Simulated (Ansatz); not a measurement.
Space group Pm-3m (No. 221). a = 3.171 Å, b = 3.171 Å, c = 3.171 Å, α = 90.00°, β = 90.00°, γ = 90.00°
```
atom site symmetry x y z
  Ti    1b m-3m  0.5000  0.5000  0.5000
  Al    1a m-3m  0.0000  0.0000  0.0000
```

Equation of state of this TiAl structure (not necessarily the ground state), with shape and atoms relaxed at each volume where symmetry leaves them free. It has no gap at any of these volumes. Theory: DFT r2SCAN, scalar-relativistic, plane waves, PAW (Ansatz).

Plane waves to 500 eV, a k mesh through Γ of 14×14×14 on the computed 2-atom cell and Gaussian smearing (0.10 eV); no spin polarisation.

```csv
V (Å³/atom),E − E(largest V) (meV/atom),P (GPa)
14.033,54.13,19.70
14.512,4.72,13.62
14.990,-27.82,8.39
15.468,-45.85,3.88
15.947,-51.38,0.00
16.425,-46.14,-3.35
16.904,-31.61,-6.24
17.542,0.00,-9.47
```

Q: Fit a third-order Birch–Murnaghan equation to E(V).

A: V0 = 15.94 Å³/atom, B0 = 120 GPa, B0' = 3.9.

Cost: 8 runs of about 1.2 core-minutes in all, on Intel Xeon Platinum 8175M (Skylake/Cascade Lake) (shared hosts).